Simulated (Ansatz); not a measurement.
All numbers below come from DFT PBE, scalar-relativistic, plane waves, PAW (Ansatz 0.2.0). All cells share a 420 eV cutoff and Γ-centred k meshes spaced at most about 0.3 Å⁻¹ (about 0.25 or finer for metals, 2π included). No spin polarisation in the final relaxations.

All energies are static (0 K, no zero-point motion).

Two relaxed structures of Ga₂Te₂S:

A.

Space group P-3m1 (No. 164). a = 4.231 Å, b = 4.231 Å, c = 8.172 Å, α = 90.00°, β = 90.00°, γ = 120.00°
```tsv
atom	site	symmetry	x	y	z
Ga	2d	3m.	0.6667	0.3333	0.3918
Te	2d	3m.	0.3333	0.6667	0.2269
S	1a	-3m.	0.0000	0.0000	0.0000
```

B.

Space group P4/mmm (No. 123). a = 4.889 Å, b = 4.889 Å, c = 6.540 Å, α = 90.00°, β = 90.00°, γ = 90.00°
```
atom  site  symmetry       x       y       z
  Ga    2f      mmm.  0.5000  0.0000  0.0000
  Te    2g       4mm  0.0000  0.0000  0.2579
   S    1c     4/mmm  0.5000  0.5000  0.0000
```

Question: Which would you expect to be lower, and how large is the difference?

Answer: B is lower, by 239 meV/atom. A has space group P-3m1 (No. 164), 25.3 Å³/atom and no gap on its mesh; B has space group P4/mmm (No. 123), 31.3 Å³/atom and no gap. Counting S or Te atoms around Ga (for each partner element, those within 1.25 times its shortest distance or 1.15 times the sum of covalent radii, where it is the nearest in units of that sum or under 1.3), A has Ga 4 and B has Ga 6. The lower one is the more open, so pressure narrows the difference. In A, Ga has 3 Te at 2.79 Å, 3 Ga at 3.02 Å and 1 Te at 3.12 Å; around Te lie 3 Ga at 2.79 Å, 3 S at 3.07 Å and 1 Ga at 3.12 Å; around S lie 6 Te at 3.07 Å. In B, Ga has 2 S at 2.44 Å and 4 Te at 2.97 Å; Te has 4 Ga at 2.97 Å, 1 Te at 3.17 Å, 1 Te at 3.37 Å and 4 S at 3.85 Å; S has 4 Ga at 2.44 Å and 8 Te at 3.85 Å. Both come from invented guesses.

These runs have no spin–orbit coupling, which can matter for Te. The zero gap of P-3m1 may come from the functional, which often closes small gaps. Cells relaxed within their symmetry can be saddle points.
